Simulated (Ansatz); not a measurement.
Here is the system:

CuPt:
```
CuPt
1.0
    1.35690     0.78341     4.26691
   -1.35690     0.78341     4.26691
    0.00000    -1.56681     4.26691
Cu Pt
1 1
Cartesian
  0.00000   0.00000   0.00000
  0.00000   0.00000   6.40036
```

This is the r²SCAN-relaxed structure. x, y and z are the axes in which the lattice vectors are written.

Problem. All from plane-wave PAW r²SCAN (Ansatz code), unless another level is named. Estimate the Debye temperature from the elastic constants.

Solution. 316 K.

Problem. Predict the elastic constants (relaxed ions, GPa).

Solution. C11 = 371, C12 = 153, C13 = 146, C14 = -23.1, C33 = 334, C44 = 58.0.

Space group R-3m. The workflow started from a Materials Project entry (that database holds measured and hypothetical structures alike); the Crystallography Open Database copy checked does not list it. With Cu and Pt taken as one species the cell has the higher symmetry Fm-3m, so it may be an ordered model of a mixed-site phase. Whether it is the stable phase at ambient conditions was not checked. Symmetry was held in the r²SCAN relaxation; of distortions, only those at the zone centre were tested. The run is not spin-polarised. As this level gives no gap, shear constants depend on the k-mesh and smearing (Fermi–Dirac, 0.1 eV here). On the denser mesh and wider smearing of the elastic run this cell carries a stress of 0.4 GPa. Scalar-relativistic: spin–orbit coupling is off unless named, which matters more the heavier the elements.

Potentials: the later of the program's two PAW sets.
